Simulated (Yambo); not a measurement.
Quantum ESPRESSO input (PBEsol, PseudoDojo standard norm-conserving files, scalar-relativistic) whose wavefunctions are converted with p2y:

```
&CONTROL
  calculation = 'nscf'
  pseudo_dir = './pseudo'
  outdir = './out'
/
&SYSTEM
  ibrav = 0
  nat = 6
  ntyp = 3
  ecutwfc = 76.0
  ecutrho = 304.0
  occupations = 'fixed'
  force_symmorphic = .true.
  nbnd = 173
/
&ELECTRONS
  conv_thr = 6.000000000000001e-09
  diago_full_acc = .true.
  diago_thr_init = 1e-08
/
ATOMIC_SPECIES
H 1.0080 H.upf
B 10.8100 B.upf
Cs 132.9055 Cs.upf
CELL_PARAMETERS angstrom
  0.000000000000   3.665985000000   3.665985000000
  3.665985000000   0.000000000000   3.665985000000
  3.665985000000   3.665985000000   0.000000000000
ATOMIC_POSITIONS crystal
H   0.403380000000   0.789860000000   0.403380000000
H   0.403380000000   0.403380000000   0.789860000000
H   0.403380000000   0.403380000000   0.403380000000
H   0.789860000000   0.403380000000   0.403380000000
B   0.500000000000   0.500000000000   0.500000000000
Cs   0.000000000000   0.000000000000   0.000000000000
K_POINTS automatic
2 2 2 0 0 0
```

Yambo's initialisation report on symmetry, reciprocal space, the k grid and the gaps on this mesh:

```
  [02.02] Symmetries
  ==================

  Inversion symmetry    : yes
  Spatial inversion     : no
  Inversion index       :  25
  K-space Time-reversal : yes
  Magnetic symmetries   : no
  Time-reversal derived K-space symmetries:   25   48
  Group table correct   : yes
  Symmetries units      :  [cc]

  [02.03] Reciprocal space
  ========================

  nG shells         :   495
  nG charge         :   59535
  nG WFs            :   8639
  nC WFs            :   7456
  G-vecs. in first 49 shells:  [ Number ]
     1    9   15   27   51   59   65   89  113
    137   169   181   229   259   283   307   331   339
    387   411   459   531   537   561   609   645   701
    725   749   821   869   893   941   965  1037  1067
   1139  1211  1243  1291  1363  1411  1459  1471  1591
   1639  1687  1759  1807
  ...
  Shell energy in first 49 shells:  [ mHa ]
    0.00000      308.469      411.292      822.585      1131.05      1233.88      1645.17      1953.64      2056.46
    2467.75      2776.22      3290.34      3598.81      3701.63      4112.92      4421.39      4524.22      4935.51
    5243.98      5346.80      5758.09      6066.56      6580.68      6889.15      6991.97      7403.26      7711.73
    7814.55      8225.85      8534.32      8637.14      9048.43      9356.90      9871.02      10179.5      10282.3
    10693.6      11002.1      11104.9      11824.7      11927.5      12338.8      12647.2      13161.4      13469.8
    13572.6      13983.9      14292.4      14395.2
  ...

  [02.04] K-grid lattice
  ======================

  Compatible Grid is   : 3D
  Base K vectors       :  K_min[ 1 ]  K_min[ 2 ]  K_min[ 3 ]
  K_min[ 1 ] :  0.500000  0.500000  0.500000 [rlu]
  K_min[ 2 ] : -0.500000  0.000000  0.000000 [rlu]
  K_min[ 3 ] :  0.000000 -0.500000  0.000000 [rlu]
  Grid dimensions      :  2  2  2
  K lattice UC volume  :  0.046628 [a.u.]

  IBZ K-points                                      :  3
  BZ  K-points                                      :   8

  K/Q-points units:
  rlu = crystal or reduced units; cc = cartesian coordinates; iku = interal k-units

  K [1]          [rlu]:  0.000000  0.000000  0.000000
         WF components:   7391
  K [2]          [rlu]:  0.000000  0.000000 -0.500000
         WF components:   7456
  K [3]          [rlu]:  0.000000 -0.500000 -0.500000
         WF components:   7440

  [02.05] Energies & Occupations
  ==============================

  [X] === General ===
  [X] Electronic Temperature                        :  0.000000  0.000000 [eV K]
  [X] Bosonic    Temperature                        :  0.000000  0.000000 [eV K]
  [X] Finite Temperature mode                       : no
  [X] El. density                                   :  0.16237E+24 [cm-3]
  [X] Fermi Level                                   : -0.691570 [eV]

  [X] === Gaps and Widths ===
  [X] Conduction Band Min                           :  5.556899 [eV]
  [X] Valence Band Max                              :  0.000000 [eV]
  [X] Filled Bands                                  :   8
  [X] Empty Bands                                   :    9  173
  [X] Direct Gap                                    :  5.556899 [eV]
  [X] Direct Gap localized at k                     :  3
  [X] Indirect Gap                                  :  5.556899 [eV]
  [X] Indirect Gap between kpts                     :  3  3
  [X] Last valence band width                       :  0.274624 [eV]
  [X] 1st conduction band width                     :  1.696074 [eV]
```
The gaps are PBEsol values on this mesh alone; only operations without fractional translations are kept.

Geometry of the Materials Project entry, not relaxed at this level.
